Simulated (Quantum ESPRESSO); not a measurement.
# Al3SiNO5: one run as intended and one with a planted mistake

Computed values, not a measurement. The program is pw.x of Quantum ESPRESSO 7.5 (plane-wave density functional theory). The cell is made up: 10 atoms on a corundum lattice, with randomly drawn elements, strain and displacements, not relaxed. PseudoDojo standard norm-conserving files (v0.5 for PBE, v0.4.1 for LDA and PBEsol) set the functional; there is no spin polarisation, spin-orbit coupling or dispersion term, and the masses in the input are unused placeholders.

Intended input:

```
&control calculation='scf', pseudo_dir='./dojo.nc.sr.pbe.v0_5.standard.upf', outdir='./o', disk_io='low', tprnfor=.true., tstress=.true. /
&system ibrav=0, nat=10, ntyp=4, nbnd=30, ecutwfc=84.00895049, nosym=.true., tot_charge=0,
 occupations='smearing', smearing='fd', degauss=0.0018374661
/
&electrons conv_thr=7.350e-09, electron_maxstep=60, /
ATOMIC_SPECIES
Al 1.0 Al.upf
N 1.0 N.upf
O 1.0 O.upf
Si 1.0 Si.upf
CELL_PARAMETERS angstrom
2.4529 1.4162 4.4605
-2.4529 1.4162 4.4605
0.0 -2.8324 4.4605
ATOMIC_POSITIONS angstrom
Al -0.002 -0.024 4.7565
Si 0.0947 -0.0307 2.0402
Al -0.0324 -0.0149 8.679
Al -0.029 0.0133 11.3966
N -0.9998 1.4615 7.8366
O -0.7433 -1.7133 7.8876
O 1.7939 0.0331 7.8055
O 1.0515 -1.5077 5.4588
O 0.7485 1.5446 5.4848
O -1.6859 0.0457 5.5579
K_POINTS automatic
5 5 5 1 1 1
```

The log is shortened where brackets say so; the opening notice, blank lines, dates and the lines on written files are dropped, and the path of the files is cut. It prints rydbergs, bohrs and kilobars, and counts compression as positive stress. Where no state is partly filled, the Fermi energy that it prints is only some level between the filled and the empty states on the mesh, and need not lie in the true gap.

Log of the intended run:

```
     Program PWSCF v.7.5
     Parallel version (MPI & OpenMP), running on       4 processor cores
     Number of MPI processes:                 4
     Threads/MPI process:                     1
     [start-up lines left out]
     bravais-lattice index     =            0
     lattice parameter (alat)  =       9.9849  a.u.
     unit-cell volume          =     627.3875 (a.u.)^3
     number of atoms/cell      =           10
     number of atomic types    =            4
     number of electrons       =        48.00
     number of Kohn-Sham states=           30
     kinetic-energy cutoff     =      84.0090  Ry
     charge density cutoff     =     336.0358  Ry
     scf convergence threshold =      7.3E-09
     mixing beta               =       0.7000
     number of iterations used =            8  plain     mixing
     Exchange-correlation= PBE
                           (   1   4   3   4   0   0   0)
     [axes and pseudopotential details left out]
   Cartesian axes
     site n.     atom                  positions (alat units)
         1        Al     tau(   1) = (  -0.0003785  -0.0045422   0.9002067  )
         2        Si     tau(   2) = (   0.0179228  -0.0058102   0.3861246  )
         3        Al     tau(   3) = (  -0.0061320  -0.0028199   1.6425720  )
         4        Al     tau(   4) = (  -0.0054885   0.0025171   2.1569001  )
         5        N      tau(   5) = (  -0.1892204   0.2766009   1.4831409  )
         6        O      tau(   6) = (  -0.1406756  -0.3242561   1.4927931  )
         7        O      tau(   7) = (   0.3395103   0.0062644   1.4772550  )
         8        O      tau(   8) = (   0.1990050  -0.2853446   1.0331227  )
         9        O      tau(   9) = (   0.1416598   0.2923282   1.0380434  )
        10        O      tau(  10) = (  -0.3190704   0.0086491   1.0518782  )
     number of k points=    63  Fermi-Dirac smearing, width (Ry)=  0.0018
                       cart. coord. in units 2pi/alat
        k(    1) = (   0.0000000   0.0000000   0.1184573), wk =   0.0320000
        k(    2) = (   0.0000000  -0.2487307   0.1974288), wk =   0.0320000
     [further k points left out]
     Dense  grid:    65191 G-vectors     FFT dimensions: (  60,  60,  60)
     Estimated max dynamical RAM per process >     150.50 MB
     Estimated total dynamical RAM >     554.24 MB
     Initial potential from superposition of free atoms
     starting charge      47.9920, renormalised to      48.0000
     Starting wfcs are   40 randomized atomic wfcs
     total cpu time spent up to now is        3.0 secs
     per-process dynamical memory:   120.5 Mb
     Self-consistent Calculation
     iteration #  1     ecut=    84.01 Ry     beta= 0.70
     Davidson diagonalization with overlap
     ethr =  1.00E-02,  avg # of iterations =  3.1
     total cpu time spent up to now is        8.1 secs
     total energy              =    -208.38362418 Ry
     estimated scf accuracy    <       2.31467551 Ry
     iteration #  2     ecut=    84.01 Ry     beta= 0.70
     Davidson diagonalization with overlap
     ethr =  4.82E-03,  avg # of iterations =  2.0
     total cpu time spent up to now is       13.0 secs
     total energy              =    -209.04653190 Ry
     estimated scf accuracy    <       1.82932319 Ry
     [iterations 3 to 10 left out]
     iteration # 11     ecut=    84.01 Ry     beta= 0.70
     Davidson diagonalization with overlap
     ethr =  8.26E-10,  avg # of iterations =  2.0
     total cpu time spent up to now is       56.1 secs
     total energy              =    -209.37761328 Ry
     estimated scf accuracy    <       0.00000002 Ry
     iteration # 12     ecut=    84.01 Ry     beta= 0.70
     Davidson diagonalization with overlap
     ethr =  3.64E-11,  avg # of iterations =  2.0
     total cpu time spent up to now is       60.4 secs
     End of self-consistent calculation
     [lines on levels left out]
     the Fermi energy is    10.2548 ev
!    total energy              =    -209.37761328 Ry
     estimated scf accuracy    <          3.4E-09 Ry
     smearing contrib. (-TS)   =       0.00000000 Ry
     internal energy E=F+TS    =    -209.37761328 Ry
     The total energy is F=E-TS. E is the sum of the following terms:
     one-electron contribution =     -35.27825247 Ry
     hartree contribution      =      51.58830476 Ry
     xc contribution           =     -58.39482561 Ry
     ewald contribution        =    -167.29283995 Ry
     convergence has been achieved in  12 iterations
     Forces acting on atoms (cartesian axes, Ry/au):
     atom    1 type  1   force =     0.05586255    0.00700481   -0.06026336
     atom    2 type  4   force =     0.04078677    0.00869312    0.07797653
     atom    3 type  1   force =     0.01024006    0.00558842   -0.08295033
     atom    4 type  1   force =     0.02055476   -0.07573017    0.04599764
     atom    5 type  2   force =     0.00172382   -0.04084727   -0.06466155
     atom    6 type  3   force =    -0.03134621    0.06136274   -0.11113543
     atom    7 type  3   force =    -0.05495850    0.05273220   -0.02013025
     atom    8 type  3   force =    -0.09729835    0.01031832    0.08909134
     atom    9 type  3   force =     0.07990316    0.03237228    0.09359751
     atom   10 type  3   force =    -0.02546806   -0.06149446    0.03247789
     Total force =     0.313461     Total SCF correction =     0.000019
     Computing stress (Cartesian axis) and pressure
          total   stress  (Ry/bohr**3)                   (kbar)     P=     -112.57
  -0.00083254   0.00009580  -0.00017900         -122.47       14.09      -26.33
   0.00009580  -0.00055359   0.00013794           14.09      -81.44       20.29
  -0.00017900   0.00013794  -0.00090956          -26.33       20.29     -133.80
     init_run     :      2.82s CPU      2.91s WALL (       1 calls)
     electrons    :     56.86s CPU     57.41s WALL (       1 calls)
     forces       :      0.79s CPU      0.81s WALL (       1 calls)
     stress       :      2.68s CPU      2.70s WALL (       1 calls)
     [timing details left out]
     PWSCF        :   1m 3.24s CPU   1m 3.95s WALL
     JOB DONE.
```

A second run has one planted mistake: the self-consistency threshold is too loose. The input lines that differ, file-writing options aside:

```
- &electrons conv_thr=7.350e-09, electron_maxstep=60, /
+ &electrons conv_thr=2.940e-02, electron_maxstep=60, /
```

Its log:

```
     Program PWSCF v.7.5
     Parallel version (MPI & OpenMP), running on       4 processor cores
     Number of MPI processes:                 4
     Threads/MPI process:                     1
     [start-up lines left out]
     bravais-lattice index     =            0
     lattice parameter (alat)  =       9.9849  a.u.
     unit-cell volume          =     627.3875 (a.u.)^3
     number of atoms/cell      =           10
     number of atomic types    =            4
     number of electrons       =        48.00
     number of Kohn-Sham states=           30
     kinetic-energy cutoff     =      84.0090  Ry
     charge density cutoff     =     336.0358  Ry
     scf convergence threshold =      2.9E-02
     mixing beta               =       0.7000
     number of iterations used =            8  plain     mixing
     Exchange-correlation= PBE
                           (   1   4   3   4   0   0   0)
     [axes and pseudopotential details left out]
   Cartesian axes
     site n.     atom                  positions (alat units)
         1        Al     tau(   1) = (  -0.0003785  -0.0045422   0.9002067  )
         2        Si     tau(   2) = (   0.0179228  -0.0058102   0.3861246  )
         3        Al     tau(   3) = (  -0.0061320  -0.0028199   1.6425720  )
         4        Al     tau(   4) = (  -0.0054885   0.0025171   2.1569001  )
         5        N      tau(   5) = (  -0.1892204   0.2766009   1.4831409  )
         6        O      tau(   6) = (  -0.1406756  -0.3242561   1.4927931  )
         7        O      tau(   7) = (   0.3395103   0.0062644   1.4772550  )
         8        O      tau(   8) = (   0.1990050  -0.2853446   1.0331227  )
         9        O      tau(   9) = (   0.1416598   0.2923282   1.0380434  )
        10        O      tau(  10) = (  -0.3190704   0.0086491   1.0518782  )
     number of k points=    63  Fermi-Dirac smearing, width (Ry)=  0.0018
                       cart. coord. in units 2pi/alat
        k(    1) = (   0.0000000   0.0000000   0.1184573), wk =   0.0320000
        k(    2) = (   0.0000000  -0.2487307   0.1974288), wk =   0.0320000
     [further k points left out]
     Dense  grid:    65191 G-vectors     FFT dimensions: (  60,  60,  60)
     Estimated max dynamical RAM per process >     150.50 MB
     Estimated total dynamical RAM >     554.24 MB
     Initial potential from superposition of free atoms
     starting charge      47.9920, renormalised to      48.0000
     Starting wfcs are   40 randomized atomic wfcs
     total cpu time spent up to now is        3.1 secs
     per-process dynamical memory:   120.5 Mb
     Self-consistent Calculation
     iteration #  1     ecut=    84.01 Ry     beta= 0.70
     Davidson diagonalization with overlap
     ethr =  1.00E-02,  avg # of iterations =  3.1
     total cpu time spent up to now is        8.2 secs
     total energy              =    -208.38362418 Ry
     estimated scf accuracy    <       2.31467551 Ry
     iteration #  2     ecut=    84.01 Ry     beta= 0.70
     Davidson diagonalization with overlap
     ethr =  4.82E-03,  avg # of iterations =  2.0
     total cpu time spent up to now is       13.4 secs
     total energy              =    -209.04653190 Ry
     estimated scf accuracy    <       1.82932319 Ry
     iteration #  3     ecut=    84.01 Ry     beta= 0.70
     Davidson diagonalization with overlap
     ethr =  3.81E-03,  avg # of iterations =  2.0
     total cpu time spent up to now is       17.6 secs
     total energy              =    -209.35662663 Ry
     estimated scf accuracy    <       0.03234346 Ry
     iteration #  4     ecut=    84.01 Ry     beta= 0.70
     Davidson diagonalization with overlap
     ethr =  6.74E-05,  avg # of iterations =  7.7
     total cpu time spent up to now is       24.2 secs
     End of self-consistent calculation
     [lines on levels left out]
     the Fermi energy is    10.1496 ev
!    total energy              =    -209.37368526 Ry
     estimated scf accuracy    <       0.00861493 Ry
     smearing contrib. (-TS)   =       0.00000000 Ry
     internal energy E=F+TS    =    -209.37368526 Ry
     The total energy is F=E-TS. E is the sum of the following terms:
     one-electron contribution =     -35.59530522 Ry
     hartree contribution      =      52.00861465 Ry
     xc contribution           =     -58.49415474 Ry
     ewald contribution        =    -167.29283995 Ry
     convergence has been achieved in   4 iterations
     Forces acting on atoms (cartesian axes, Ry/au):
     atom    1 type  1   force =     0.05445089    0.00675287   -0.06089452
     atom    2 type  4   force =     0.04152736    0.00790521    0.07756538
     atom    3 type  1   force =     0.00893703    0.00433897   -0.08272268
     atom    4 type  1   force =     0.01964330   -0.07555239    0.04691555
     atom    5 type  2   force =     0.00201424   -0.04018826   -0.06683464
     atom    6 type  3   force =    -0.03165026    0.05987212   -0.11144826
     atom    7 type  3   force =    -0.05286386    0.05099847   -0.02427920
     atom    8 type  3   force =    -0.09653616    0.00966970    0.09135572
     atom    9 type  3   force =     0.08119749    0.03292517    0.09318986
     atom   10 type  3   force =    -0.02672003   -0.05672186    0.03715279
     Total force =     0.313478     Total SCF correction =     0.111507
     SCF correction compared to forces is large: reduce conv_thr to get better values
     Computing stress (Cartesian axis) and pressure
          total   stress  (Ry/bohr**3)                   (kbar)     P=      -66.56
  -0.00051610   0.00010684  -0.00012518          -75.92       15.72      -18.41
   0.00010684  -0.00024324   0.00012153           15.72      -35.78       17.88
  -0.00012518   0.00012153  -0.00059801          -18.41       17.88      -87.97
     init_run     :      2.90s CPU      3.01s WALL (       1 calls)
     electrons    :     20.88s CPU     21.16s WALL (       1 calls)
     forces       :      0.84s CPU      0.85s WALL (       1 calls)
     stress       :      2.80s CPU      2.80s WALL (       1 calls)
     [timing details left out]
     PWSCF        :     27.51s CPU     27.94s WALL
     JOB DONE.
```

```
                                            intended run  run with the mistake
                          free energy (eV)     -2848.728             -2848.674
                    smearing term -TS (eV)        0.0000                0.0000
                            pressure (GPa)        -11.26                 -6.66
            largest force component (eV/Å)         2.857                 2.865
largest change of a force component (eV/Å)                               0.123
                                iterations            12                     4
```

For scale, a rerun of the intended cell at a cutoff of 1437 eV and k mesh 7 x 7 x 7 moved values by no more than 0.003 eV in energy, 0.03 GPa in stress and 0.002 eV/Å in force.